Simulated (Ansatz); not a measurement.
The start is a relaxed Rh cell displaced along its unstable phonon at q = (½, ½, 0) of its primitive reciprocal cell (110i cm⁻¹), largest move 0.15 Å. Cell shape, volume and atoms are optimised at zero target pressure with PBEsol (plane waves to 420 eV, PAW, scalar-relativistic; Ansatz, a first-principles code). The first steps use a coarse 16×16×16 k-mesh.

Initial structure:
```
CELL_PARAMETERS angstrom
     -3.23494     3.23494     2.64582
      0.00000     0.00000     2.64582
      1.61747     1.61747    -1.32291
ATOMIC_POSITIONS crystal
  Rh 0.00000 0.46721 0.93442
  Rh 0.50000 0.53279 0.06558
```

| Property | Value |
|---|---|
| Largest initial force | 0.61 eV/Å, on Rh1, Rh2 (atoms numbered as listed) |
| Energy released | 0.15 eV/atom |
| Volume change | -2.1 %, from 13.84 to 13.56 Å³/atom |
| Relative to the parent | It does not go back: it reaches P6₃/mmc (No. 194), hcp (Mg type), 0.20 eV/atom below the parent |
| Band gap at the end | no gap (metallic) |
| Optimiser moves | 7 |

Relaxed structure:

```cif
data_Rh2
_chemical_formula_sum 'Rh2'
_space_group_name_H-M_alt 'P63/mmc'
_space_group_IT_number 194
_space_group_name_Hall '-P 6c 2c'
_cell_length_a 2.68757
_cell_length_b 2.68757
_cell_length_c 4.33461
_cell_angle_alpha 90.000
_cell_angle_beta 90.000
_cell_angle_gamma 120.000
loop_
_atom_site_label
_atom_site_type_symbol
_atom_site_symmetry_multiplicity
_atom_site_Wyckoff_symbol
_atom_site_fract_x
_atom_site_fract_y
_atom_site_fract_z
_atom_site_occupancy
Rh1 Rh 2 d 0.66667 0.33333 0.25000 1
```

Final values are on a 20×20×11 k-mesh of the relaxed cell. No spin polarisation in the result.

The run could not lose the symmetry of its start, so the end can be a saddle point.

The relaxed structure here is a generated cell of Rh: the first start was made by placing the elements on the sites of a structure type, and the end was not matched to a known phase here, so it may be hypothetical. Known forms of Rh include space group No. 225.
